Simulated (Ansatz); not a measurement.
Relaxed Sc (hcp, Mg type):

```xyz
2
Lattice="3.3195 0.0000 0.0000 -1.6597 2.8748 0.0000 0.0000 0.0000 5.1664" Properties=species:S:1:pos:R:3 pbc="T T T"
Sc     0.0000     1.9165     3.8748
Sc     1.6597     0.9583     1.2916
```

The atoms are displaced by Q × the pattern below (from a DFPT mode at Γ, largest move 1; Q in Å), at fixed cell.

```csv
atom,x,y,z
Sc1,0.000,0.000,1.000
Sc2,0.000,0.000,-1.000
```

Computed with PBE (plane waves to 420 eV, PAW, scalar-relativistic; Ansatz, a program for electronic structure). k mesh 16×16×9 (Γ-centred), Fermi-Dirac smearing 0.05 eV. The energy includes the smearing's −TS. Stress and pressure are positive under compression. With partly filled bands, energies and forces of such displacements shift with the k mesh and the smearing. Sc is run without spin polarisation. Sc was relaxed with its symmetry unable to fall. The PAW data are Ansatz's earlier set. ΔE is measured from the undisplaced structure.

```json
[
 {"Q (Å)": "-0.280", "P (GPa)": "5.0", "−dE/dQ from forces (eV/Å)": "5.280", "ΔE (eV/cell)": "[?]"},
 {"Q (Å)": "-0.233", "P (GPa)": "3.5", "−dE/dQ from forces (eV/Å)": "4.326", "ΔE (eV/cell)": "[?]"},
 {"Q (Å)": "-0.187", "P (GPa)": "2.3", "−dE/dQ from forces (eV/Å)": "3.399", "ΔE (eV/cell)": "0.307"},
 {"Q (Å)": "-0.140", "P (GPa)": "1.3", "−dE/dQ from forces (eV/Å)": "2.486", "ΔE (eV/cell)": "[?]"},
 {"Q (Å)": "-0.093", "P (GPa)": "0.6", "−dE/dQ from forces (eV/Å)": "1.616", "ΔE (eV/cell)": "0.074"},
 {"Q (Å)": "-0.047", "P (GPa)": "0.1", "−dE/dQ from forces (eV/Å)": "0.793", "ΔE (eV/cell)": "[?]"},
 {"Q (Å)": "0.000", "P (GPa)": "0.0", "−dE/dQ from forces (eV/Å)": "0.000", "ΔE (eV/cell)": "0.000"},
 {"Q (Å)": "0.047", "P (GPa)": "0.1", "−dE/dQ from forces (eV/Å)": "-0.793", "ΔE (eV/cell)": "[?]"},
 {"Q (Å)": "0.093", "P (GPa)": "0.6", "−dE/dQ from forces (eV/Å)": "-1.616", "ΔE (eV/cell)": "0.074"},
 {"Q (Å)": "0.140", "P (GPa)": "1.3", "−dE/dQ from forces (eV/Å)": "-2.486", "ΔE (eV/cell)": "[?]"},
 {"Q (Å)": "0.187", "P (GPa)": "2.3", "−dE/dQ from forces (eV/Å)": "-3.399", "ΔE (eV/cell)": "0.307"},
 {"Q (Å)": "0.233", "P (GPa)": "3.5", "−dE/dQ from forces (eV/Å)": "-4.326", "ΔE (eV/cell)": "[?]"},
 {"Q (Å)": "0.280", "P (GPa)": "5.0", "−dE/dQ from forces (eV/Å)": "-5.280", "ΔE (eV/cell)": "[?]"}
]
```

Q: What belongs in the gaps?

A: 
- -0.280, ΔE (eV/cell): 0.711
- -0.233, ΔE (eV/cell): 0.487
- -0.140, ΔE (eV/cell): 0.170
- -0.047, ΔE (eV/cell): 0.018
- 0.047, ΔE (eV/cell): 0.018
- 0.140, ΔE (eV/cell): 0.170
- 0.233, ΔE (eV/cell): 0.487
- 0.280, ΔE (eV/cell): 0.711

(For displaced atoms, the force is minus the slope of the energy, and its curvature is a force constant, which sets phonon frequencies.)
